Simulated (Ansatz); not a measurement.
A geometry of SrTiO3 away from equilibrium: step 3 of the relaxation of a relaxed SrTiO3 cell displaced along its unstable phonon at q = Γ (263i cm⁻¹), largest move 0.15 Å. All values below come from PBEsol (plane waves to 420 eV, PAW, scalar-relativistic; Ansatz, a program for electronic structure). Γ-centred k-mesh 5×5×5 on the run's cell (coarser than for final values), Fermi–Dirac smearing 0.05 eV. The plane waves were selected for a different cell earlier on the path.

```yaml
crystal:
  lattice:
    - [2.86127, 1.65196, 5.34057]
    - [-2.86127, 1.65196, 5.34057]
    - [0.00000, -3.30391, 5.34057]
  atoms:
    - { symbol: Ti, position: [0.21800, 0.21800, 0.21800] }
    - { symbol: Ti, position: [0.71800, 0.71800, 0.71800] }
    - { symbol: Sr, position: [0.99606, 0.99606, 0.99606] }
    - { symbol: Sr, position: [0.49606, 0.49606, 0.49606] }
    - { symbol: O, position: [0.95426, 0.52755, 0.32011] }
    - { symbol: O, position: [0.32011, 0.95426, 0.52755] }
    - { symbol: O, position: [0.52755, 0.32011, 0.95426] }
    - { symbol: O, position: [0.02755, 0.45426, 0.82011] }
    - { symbol: O, position: [0.82011, 0.02755, 0.45426] }
    - { symbol: O, position: [0.45426, 0.82011, 0.02755] }
```

Give the Cartesian forces on all atoms (eV/Å).


```tsv
atom	Fx	Fy	Fz
Ti1	0.00	0.00	1.54
Ti2	0.00	0.00	1.54
Sr3	0.00	0.00	-0.60
Sr4	0.00	0.00	-0.60
O5	0.83	-0.44	-0.31
O6	-0.03	0.94	-0.31
O7	-0.80	-0.49	-0.31
O8	-0.83	-0.44	-0.31
O9	0.80	-0.49	-0.31
O10	0.03	0.94	-0.31
```

The path ends in R3c (No. 161). No spin polarisation in the result.

The run could not lose the symmetry of its start: the end is stationary, and may be a saddle point rather than a minimum.

The end of the path is a generated cell of SrTiO3: the first start was made by placing the elements on the sites of a structure type, and the end was not matched to a known phase here, so it may be hypothetical. Known forms of SrTiO3 include space group No. 221.
